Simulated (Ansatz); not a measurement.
A geometry of HfSiO$_{4}$ away from equilibrium: step 9 of the relaxation of a generated trial cell of HfSiO4 in the AFLOW prototype AB4C_tI12_82_c_g_a (H0_7, as in BPO4). All values below come from PBE (plane waves to 420 eV, PAW, scalar-relativistic; Ansatz, a program for electronic structure). Γ-centred k-mesh 8×8×8 on the run's cell (coarser than for final values), Fermi–Dirac smearing 0.05 eV.

```
CELL_PARAMETERS angstrom
     -2.42533     2.42533     3.79018
      2.42533    -2.42533     3.79018
      2.42533     2.42533    -3.79018
ATOMIC_POSITIONS crystal
  Hf 0.75000 0.25000 0.50000
  O  0.32861 0.30170 0.39791
  O  0.90380 0.93071 0.60209
  O  0.06929 0.67139 0.97309
  O  0.69830 0.09620 0.02691
  Si 0.00000 0.00000 0.00000
```

Predict the force on each atom, in eV/Å.


```
atom     Fx     Fy     Fz
----  -----  -----  -----
Hf1    0.00   0.00   0.00
O2    -0.01   0.03   0.02
O3     0.01  -0.03   0.02
O4    -0.03  -0.01  -0.02
O5     0.03   0.01  -0.02
Si6    0.00   0.00   0.00
```

What is the pressure?

+8.1 GPa, compression positive.

No spin polarisation in the result.

The run could not lose the symmetry of its start: the end is stationary, and may be a saddle point rather than a minimum.

The end of the path is a generated cell of HfSiO4: the first start was made by placing the elements on the sites of a structure type, and the end was not matched to a known phase here, so it may be hypothetical.
